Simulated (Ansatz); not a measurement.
Ge₂Mo (MoSi2 or CaC2 type, space group No. 139) at seven volumes, PBEsol in the plane-wave PAW code Ansatz, shape and atoms relaxed at each. One row is withheld.

| V (Å³/atom) | P (GPa) |
|---|---|
| 13.496 | 21.18 |
| 13.941 | 12.87 |
| 14.386 | 5.88 |
| 14.830 | 0.00 |
| 15.275 | -4.94 |
| 15.720 | ? |
| 16.165 | -12.57 |

Problem. Fit the shown pressures and predict the withheld one.

Solution. P = (3/2)B₀(x^(7/2) − x^(5/2))[1 + (3/4)(B′ − 4)(x − 1)] with x = (V₀/V)^(2/3). Least squares on the six rows gives V₀ = 14.831 Å³/atom, B₀ = 179 GPa, B′ = 4.78. At V = 15.720, x = 0.9619 and P = -9.07 GPa. The run itself gave -9.10 GPa.

Space group I4/mmm (MoSi2 or CaC2 type). The workflow started from a Materials Project entry (that database holds measured and hypothetical structures alike); the Crystallography Open Database copy checked does not list it. COD files the formula under space group No. 62, so this cell is another polymorph or a model. Its standing as an ambient phase is unchecked. Symmetry was held in the PBEsol relaxation; of distortions, only those at the zone centre were tested. The run is not spin-polarised.

Potentials: the later of the program's two PAW sets.
